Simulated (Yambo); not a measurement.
Here is the system:

```
BaTiO3
1.0
    3.99038     0.00000     0.00000
    0.00000     3.99038     0.00000
    0.00000     0.00000     4.10266
O Ti Ba
3 1 1
Direct
  0.00000   0.50000   0.06422
  0.50000   0.00000   0.06422
  0.00000   0.00000   0.54897
  0.00000   0.00000   0.10004
  0.50000   0.50000   0.58254
```

Workflow: norm-conserving PBEsol (Quantum ESPRESSO, 84 Ry, without SOC), then G0W0 in Yambo (4×4×4 Γ-centred k mesh, bands 2 to 127 and a 8 Ry block in the screening, 127 bands in G with the Bruneval-Gonze terminator, plasmon pole fitted at 27.2 eV).

Give the PBEsol and G0W0 gaps between the band edges found on this mesh, and say where the edges lie.

Edges: A → Γ. PBEsol: 1.81 eV; G0W0: 3.36 eV. Nearest settings tried, and what they do to the gap: 84 bands in W, 84 bands in G: -3 meV; 2 Ry block (27 vectors against 179): +679 meV; 4×4×2 mesh: -25 meV. So the settings aren't converged at that level. 

Geometry of the Materials Project entry, not relaxed at this level.
